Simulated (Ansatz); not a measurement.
Ca (fcc, Cu type)

```yaml
crystal:
  lattice:
    - [0.00000, 5.52644, 5.52644]
    - [2.76322, 0.00000, 2.76322]
    - [2.76322, 2.76322, 0.00000]
  atoms:
    - { symbol: Ca, position: [0.00000, 0.00000, 0.00000] }
    - { symbol: Ca, position: [0.50000, 0.00000, 0.00000] }
```

The atoms are displaced by Q × the pattern below (from a DFPT mode at L = (0.5, 0.0, 0.0), largest move 1; Q in Å), at fixed cell. It is one choice among 2 degenerate patterns. (q is in reciprocal vectors of the primitive cell; the cell shown is doubled to hold the pattern.)

| atom | x | y | z |
|---|---|---|---|
| Ca1 | 0.285 | -0.520 | 0.805 |
| Ca2 | -0.285 | 0.520 | -0.805 |

These are PBE (plane waves to 420 eV, PAW, scalar-relativistic; Ansatz, an electronic-structure program) values and carry that method's errors. k mesh 15×15×15 (Γ-centred), Fermi-Dirac smearing 0.05 eV. E stands for the smeared free energy. With partly filled bands, energies and forces of such displacements shift with the k mesh and the smearing. Ca was relaxed with its symmetry unable to fall. The PAW data are Ansatz's earlier set. The zero of ΔE is the undisplaced structure. The last digit holds for this mesh only.

```csv
Q (Å),ΔE (meV/cell)
-0.2800,63.0
-0.2333,44.8
-0.1867,withheld
-0.1400,16.7
-0.0933,7.5
-0.0467,1.9
0.0000,0.0
0.0467,1.9
0.0933,7.5
0.1400,16.7
0.1867,withheld
0.2333,44.8
0.2800,63.0
```

Problem. Fit an even polynomial form (powers 2, 4) to the given rows and predict ΔE at Q = 0.1867.

Solution. Least squares on the 11 given rows: ΔE = (868.0)·Q² + (-822.0)·Q⁴, in meV/cell with Q in Å; root-mean-square residual 0.01 meV/cell. At 0.1867 the fit gives 29.3 meV/cell; the calculation gives 29.3 meV/cell, the same to the digits shown. The quadratic term alone would give 30.3 meV/cell.

(For displaced atoms, the force is minus the slope of the energy, and its curvature is a force constant, which sets phonon frequencies.)
